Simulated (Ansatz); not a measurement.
Below is a relaxed structure of Zr2H3. The cell was found from a structure generator's guess, not taken from experiment.

Theory: DFT PBE, scalar-relativistic, plane waves, PAW (Ansatz 0.2.0). Cutoff 420 eV, Γ-centred mesh, Gaussian smearing, no spin polarisation.

```yaml
crystal:
  lattice:
    - [3.30110, 0.00000, 0.00000]
    - [-1.65055, 2.85884, 0.00000]
    - [0.00000, 0.00000, 6.07777]
  atoms:
    - { symbol: Zr, position: [0.00000, 0.00000, 0.26266] }
    - { symbol: Zr, position: [0.00000, 0.00000, 0.73734] }
    - { symbol: H, position: [0.33333, 0.66667, 0.17154] }
    - { symbol: H, position: [0.33333, 0.66667, 0.82846] }
    - { symbol: H, position: [0.66667, 0.33333, 0.50000] }
```

Energies over the elements count from the elements' standard structures at the same level (H₂ as a molecule), with no fitted energy shifts.

Task: Find its symmetry and describe it.

Result: P-6m2 (No. 187). Conventional cell: a = 3.301 Å, c = 6.078 Å. Zr has 3 H at 1.98 Å, 3 H at 2.39 Å, 1 Zr at 2.88 Å, 7 Zr at 3.19–3.30 Å and 3 H at 3.26 Å; H on a site of symmetry 3m is surrounded by 3 Zr at 1.98 Å, 1 H at 2.09 Å and 3 H at 2.76 Å; H on a site of symmetry -6m2 is surrounded by 6 Zr at 2.39 Å and 6 H at 2.76 Å.

Task: How far does it lie from the elements in energy?

Result: −0.12 eV/atom.

Task: Is it a metal?

Result: Yes, bands cross the Fermi level on the 12×12×6 mesh.

The last run used a 12×12×6 mesh (in the run's order of axes) for its 5-atom cell and Gaussian smearing of 0.10 eV. With hydrogen, zero-point motion can shift formation energies by some tens of meV/atom. A structure relaxed within its symmetry needn't be a true minimum. Another cell of Zr2H3 relaxed alike, in R3m, lies 0.33 eV/atom lower, so this cell isn't the stable form at this level.
